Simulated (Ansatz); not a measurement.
Level of theory: DFT PBE, scalar-relativistic, plane waves, PAW (Ansatz 0.2.0). All cells share a 420 eV cutoff and Γ-centred k meshes spaced at most about 0.3 Å⁻¹ (about 0.25 or finer for metals, 2π included). No spin polarisation in the final relaxations.

These are static total energies at zero pressure.

Two forms of ScGaSe were relaxed alike.

A.

```xyz
6
Lattice="5.2848 0.0000 0.0000 0.0000 5.2848 0.0000 0.0000 0.0000 5.7247" Properties=species:S:1:pos:R:3 pbc="T T T"
Sc    2.6424    0.0000    5.4892
Sc    0.0000    2.6424    0.2355
Ga    0.0000    2.6424    3.1320
Ga    2.6424    0.0000    2.5927
Se    0.0000    0.0000    0.0000
Se    2.6424    2.6424    0.0000
```

B.

```xyz
3
Lattice="4.1061 0.0000 0.0000 0.0000 4.1061 0.0000 0.0000 0.0000 4.9982" Properties=species:S:1:pos:R:3 pbc="T T T"
Sc    2.0531    2.0531    0.0000
Ga    0.0000    0.0000    0.0000
Se    2.0531    2.0531    2.4991
```

Problem. Which is lower in energy, and by how much?

Solution. A is lower, by 232 meV/atom. A has space group P4/nmm (No. 129), 26.6 Å³/atom and no gap on its mesh; B has space group P4/mmm (No. 123), 28.1 Å³/atom and no gap. Counting Se atoms around Ga and Sc (those within 1.25 times the shortest such distance or 1.15 times the sum of covalent radii, 1.27 where that leaves under three; a plus sign parts nearer from farther groups; the shortest distance is added where it exceeds 1.18 times the sum of covalent radii), A has Sc 4, Ga 4+4 from 3.7 Å and B has Sc 2, Ga 8 from 3.8 Å. The denser one is the lower, and pressure would at first widen the difference. Both come from invented guesses. A third cell relaxed alike, in P6_3/mmc, lies 121 meV/atom below the lower of the two.

Cells relaxed within their symmetry can be saddle points.
